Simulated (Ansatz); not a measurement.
GeMo2C:
```xyz
8
Lattice="3.1328 0.0000 0.0000 -1.5664 2.7131 0.0000 0.0000 0.0000 12.6411" Properties=species:S:1:pos:R:3 pbc="T T T"
Ge     1.5664     0.9044     3.1603
Ge     0.0000     1.8087     9.4808
Mo     1.5664     0.9044    11.5153
Mo     0.0000     1.8087     1.1258
Mo     0.0000     1.8087     5.1948
Mo     1.5664     0.9044     7.4463
C      0.0000     0.0000     0.0000
C      0.0000     0.0000     6.3205
```

Relaxed with PBE. Special points in fractions of this cell's reciprocal vectors: Γ (0.000, 0.000, 0.000); M (0.500, 0.000, 0.000); K (0.333, 0.333, 0.000); A (0.000, 0.000, 0.500); L (0.500, 0.000, 0.500); H (0.333, 0.333, 0.500).

### Question
List the band energies nearest the Fermi level at these points for the program Ansatz at the PBE level (PAW).

### Answer
In eV from the Fermi level; about four levels below and three above (degenerate sets whole), none deeper than 8.9 eV; points with the same levels are listed once.

```json
[
 {"k": "Γ", "below": "-0.82 -0.82 -0.48 -0.48", "above": "0.69 0.69 0.83 0.83"},
 {"k": "M", "below": "-4.21 -4.21 -3.20 -3.08 -0.67", "above": "0.39 0.49 0.50"},
 {"k": "K", "below": "-2.60 -0.94 -0.88 -0.88", "above": "0.14 0.14 0.64"},
 {"k": "A", "below": "-0.66 -0.66 -0.66 -0.66", "above": "0.76 0.76 0.76 0.76"},
 {"k": "L", "below": "-3.14 -3.14 -0.29 -0.29", "above": "0.59 0.59 0.80 0.80"},
 {"k": "H", "below": "-1.85 -1.85 -1.00 -1.00", "above": "0.53 0.53 0.77 0.77"}
]
```

Space group P6_3/mmc. The start of the workflow was typed in or built on a structure type; neither database checked (COD, Materials Project) lists it. Whether it is the stable phase at ambient conditions was not checked. The PBE relaxation kept the symmetry of its start; its stability against distortions is not shown here. The run is not spin-polarised. Spin–orbit coupling is left out wherever it is not named.

Potentials: the earlier of the program's two PAW sets.
